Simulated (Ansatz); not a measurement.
Ge2Sb2TeSe4:
Space group P-3m1 (No. 164); a = 3.9963 Å, b = 3.9963 Å, c = 17.1565 Å, α = 90.00°, β = 90.00°, γ = 120.00°

| atom | site | symmetry | x | y | z |
|---|---|---|---|---|---|
| Ge | 2c | 3m. | 0.0000 | 0.0000 | 0.3424 |
| Sb | 2d | 3m. | 0.3333 | 0.6667 | 0.1232 |
| Te | 1a | -3m. | 0.0000 | 0.0000 | 0.0000 |
| Se | 2d | 3m. | 0.6667 | 0.3333 | 0.2150 |
| Se | 2d | 3m. | 0.3333 | 0.6667 | 0.4149 |

Relaxed at zero pressure with r²SCAN+D4 in the plane-wave PAW code Ansatz.

The volume is raised by 9 % and shape and atoms relax at that volume. What pressure results, and how do the axes share the change?

-1.0 GPa; a 0.5 %, b 0.5 %, c 7.8 %; the energy rises by 10 meV/atom.

Give the new structure.


Space group P-3m1 (No. 164); a = b = 4.0177 Å, c = 18.5019 Å, α = β = 90.00°, γ = 120.00°

| atom | site | symmetry | x | y | z |
|---|---|---|---|---|---|
| Ge | 2c | 3m. | 0.0000 | 0.0000 | 0.3307 |
| Sb | 2d | 3m. | 0.3333 | 0.6667 | 0.1146 |
| Te | 1a | -3m. | 0.0000 | 0.0000 | 0.0000 |
| Se | 2d | 3m. | 0.6667 | 0.3333 | 0.1990 |
| Se | 2d | 3m. | 0.3333 | 0.6667 | 0.3983 |

The phase is kept; no other phase was compared at this pressure.

The start of the workflow was typed in or built on a structure type; neither database checked (COD, Materials Project) lists it. Whether it is the stable phase at ambient conditions was not checked. Symmetry was held in the r²SCAN+D4 relaxation; its stability against distortions is not shown here. Scalar-relativistic: spin–orbit coupling is off unless named, which matters more the heavier the elements.

Potentials: the earlier of the program's two PAW sets.
